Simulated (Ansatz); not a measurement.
Al (fcc, Cu type)

```yaml
crystal:
  lattice:
    - [0.00000, 4.04047, 4.04047]
    - [2.02024, 0.00000, 2.02024]
    - [2.02024, 2.02024, 0.00000]
  atoms:
    - { symbol: Al, position: [0.00000, 0.00000, 0.00000] }
    - { symbol: Al, position: [0.50000, 0.00000, 0.00000] }
```

The atoms are displaced by Q × the pattern below (from a DFPT mode at L = (0.5, 0.0, 0.0), largest move 1; Q in Å), at fixed cell. (q is in reciprocal vectors of the primitive cell; the cell shown is doubled to hold the pattern.)

```csv
atom,x,y,z
Al1,0.577,-0.577,-0.577
Al2,-0.577,0.577,0.577
```

Method: PBE (plane waves to 420 eV, PAW, scalar-relativistic; Ansatz, a program for electronic structure). k mesh 10×20×20 (Γ-centred), Fermi-Dirac smearing 0.05 eV. Energies are smeared free energies. With partly filled bands, energies and forces of such displacements shift with the k mesh and the smearing. Al was relaxed with its symmetry unable to fall. ΔE is measured from the undisplaced structure. The last digit holds for this mesh only.

```
Q (Å)    ΔE (meV/cell)
-------  -------------
-0.1000          103.4
-0.0833           71.5
-0.0667           45.6
-0.0500           25.6
-0.0333       withheld
-0.0167            2.8
0.0000             0.0
0.0167             2.8
0.0333        withheld
0.0500            25.6
0.0667            45.6
0.0833            71.5
0.1000           103.4
```

### Question
Fit an even polynomial form (powers 2, 4) to the given rows and predict ΔE at Q = -0.0333.

### Answer
Least squares on the 11 given rows: ΔE = (10200)·Q² + (14470)·Q⁴, in meV/cell with Q in Å; root-mean-square residual 0.04 meV/cell. At -0.0333 the fit gives 11.3 meV/cell; the calculation gives 11.4 meV/cell, so the interpolation is off by -0.1 (-0.9 %). The quadratic term alone would give 11.3 meV/cell.

(For displaced atoms, the force is minus the slope of the energy, and its curvature is a force constant, which sets phonon frequencies.)
